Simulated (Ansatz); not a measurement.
Values for one crystal, relaxed and computed with the program Ansatz at the r²SCAN+D4 level (PAW); other levels are named.

```yaml
volume_per_atom: 27.05 Å³
band_gap: 2.51 eV (indirect)
electron_effective_mass: 0.62, 1.6, 4.2 mₑ (principal values)
smallest_direct_gap_on_the_standard_path: 2.60 eV
Bulk modulus (Birch–Murnaghan fit): 16.6 GPa
Formation energy from the elements (no fitted shifts): -1.24 eV/atom
conduction_band_minimum: at F (3 equivalent valleys)
```

**Question.** Which of these materials gives this?
(A) Bi2Se3, R-3m (Bi on 6c, Se on 3a, Se on 6c)
(B) HgIBr, Cmc2_1 (Hg on 4a, I on 4a, Br on 4a)
(C) LuBrO, P4/nmm (Lu on 2c, Br on 2c, O on 2b)
(D) MnBr2, R-3m (Mn on 3a, Br on 6c)

**Answer.** D, MnBr2, R-3m (Mn on 3a, Br on 6c)

The workflow started from a Materials Project entry (that database holds measured and hypothetical structures alike); the Crystallography Open Database copy checked does not list it. COD files the formula under space group No. 164. Whether it is the stable phase at ambient conditions was not checked. The cell was relaxed with r²SCAN+D4 under the symmetry of its start; whether a distortion lowers the energy is not shown. Spin order of the final state: ferromagnetic, chosen from 4 collinear starts compared on coarse meshes (ties went to the first, and starts can fall back to one state), not a proven ground state. Other orbital occupations within this spin state were not tried. No Hubbard U is applied. The references are the lowest solids computed at this level, not always the standard phases. The manganese reference at this level is a Cmcm phase, not α-Mn. Scalar-relativistic: spin–orbit coupling is off unless named, which matters more the heavier the elements.

Potentials: the later of the program's two PAW sets.
